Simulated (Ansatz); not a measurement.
**MoS2, one structure, two calculations**

Cell: an entry of the Crystallography Open Database (COD) whose atoms were relaxed with PBE, the cell held.

Space group P6_3/mmc (No. 194); a = 3.1690, c = 12.3240 Å, γ = 120.00°.

```csv
site,Wyckoff,site symmetry,x,y,z
Mo,2c,-6m2,0.3333,0.6667,0.2500
S,4f,3m.,0.3333,0.6667,0.6233
```

One atom of each set is listed.

First run. Computed with Ansatz: DFT, PBE, plane waves and PAW, scalar-relativistic, collinear spin, 420 eV cutoff, Γ-centred 11×11×3 k-points, Fermi–Dirac smearing 0.02 eV. Start moments as typed (μB): 2 on each Mo, none on the rest.

| site | V_zz (10²¹ V/m²) | η |
| --- | --- | --- |
| Mo | -7.62 | 0.00 |
| S | -5.30 | 0.00 |

Second run. The same atoms and settings, except that the functional is LDA.

(1) Given the first result, estimate the second.

Results:

(1) 

```json
{"site": "Mo", "V_zz": "-7.73", "η": "0.00", "change of V_zz": "-0.11"}
{"site": "S", "V_zz": "-5.32", "η": "0.00", "change of V_zz": "-0.02"}
```

The largest change of V_zz is on Mo, from -7.62 to -7.73. In per cent, |V_zz| changes by +1 on Mo, 0 on S (all sites that start above 0.5).

Without spin–orbit coupling (the program notes it for Mo) the gradients can shift somewhat, as the gap is small. The start moments die out, and the run ends without spin.
For the second run: At this cell the LDA pressure is -5 GPa, so with LDA the cell would shrink if it were relaxed. The largest force is 0.4 eV/Å, so the atoms aren't at the calculated equilibrium and relaxing them would move these values.
